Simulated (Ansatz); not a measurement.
TiC₂:
```
CELL_PARAMETERS angstrom
      2.61311     0.00000     0.00000
     -1.30655     2.26302     0.00000
      0.00000     0.00000     4.21398
ATOMIC_POSITIONS crystal
  Ti 0.00000 0.00000 0.00000
  C  0.33333 0.66667 0.55044
  C  0.66667 0.33333 0.44956
```

Relaxed with PBE. Special points in fractions of this cell's reciprocal vectors: Γ (0.000, 0.000, 0.000); M (0.500, 0.000, 0.000); K (0.333, 0.333, 0.000); A (0.000, 0.000, 0.500); L (0.500, 0.000, 0.500); H (0.333, 0.333, 0.500).

Problem. List the band energies nearest the Fermi level at these points for the program Ansatz at the PBE level (PAW).

Solution. In eV from the Fermi level; about four levels below and three above (degenerate sets whole), none deeper than 8.9 eV; points with the same levels are listed once.

```csv
k,below,above
Γ,-4.48 -4.12 -4.12,0.79 0.83 0.83
M,-7.10 -6.98 -2.95 -2.26,1.44 1.48 3.51
K,-5.19 -5.19 -0.16 -0.16,2.37 3.72 3.72
A,-3.98 -3.98 -2.67,0.45 0.45 1.74
L,-5.58 -5.06 -1.43 -0.15,2.41 3.30 4.33
H,-4.60 -4.60,0.34 0.34 0.42
```

Space group P-3m1. The start of the workflow was typed in or built on a structure type; neither database checked (COD, Materials Project) lists it. Whether it is the stable phase at ambient conditions was not checked. Symmetry was held in the PBE relaxation; its stability against distortions is not shown here. No spin polarisation was allowed. The volume moved by 16 % from the start of the relaxation. Its formation energy is positive at this level, so the cell may be metastable or incomplete.

Potentials: the earlier of the program's two PAW sets.
